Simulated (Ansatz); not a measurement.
**Structure types of Pb at zero pressure (relativity switched off)**

Structure types of Pb are relaxed in primitive cells with their symmetry kept at 0 GPa, first on PAW files, then by LAPW. The enthalpy is E + pV at zero temperature, without zero-point motion. Only the types listed were tried, and differences under about 5 meV/atom are mesh noise.

Computed with Ansatz 0.2.0; functional LDA, non-relativistic. Settings: Fermi–Dirac smearing of 0.05 eV, no spin polarisation. Methods: LAPW: all electrons, basis error target 0.5 meV/atom.

k meshes: fcc 15×15×15, bcc 15×15×15, hcp 14×14×8, sc 13×13×13, diamond 11×11×11.

**Question.** Which type is lowest in enthalpy, and by how much?

**Answer.** diamond, 13 meV/atom below sc. The whole table:

```
start type         ends as          a, b, c (Å)  V (Å³/atom)  H − H(lowest), LAPW (meV/atom)
       fcc      fcc, Fm-3m  4.970, 4.970, 4.970        30.69                            93.0
       bcc      bcc, Im-3m  3.917, 3.917, 3.917        30.05                            64.2
       hcp   hcp, P6_3/mmc  3.452, 3.452, 5.871        30.30                            67.0
        sc       sc, Pm-3m  3.190, 3.190, 3.190        32.45                            12.8
   diamond  diamond, Fd-3m  6.897, 6.897, 6.897        41.01                             0.0
```
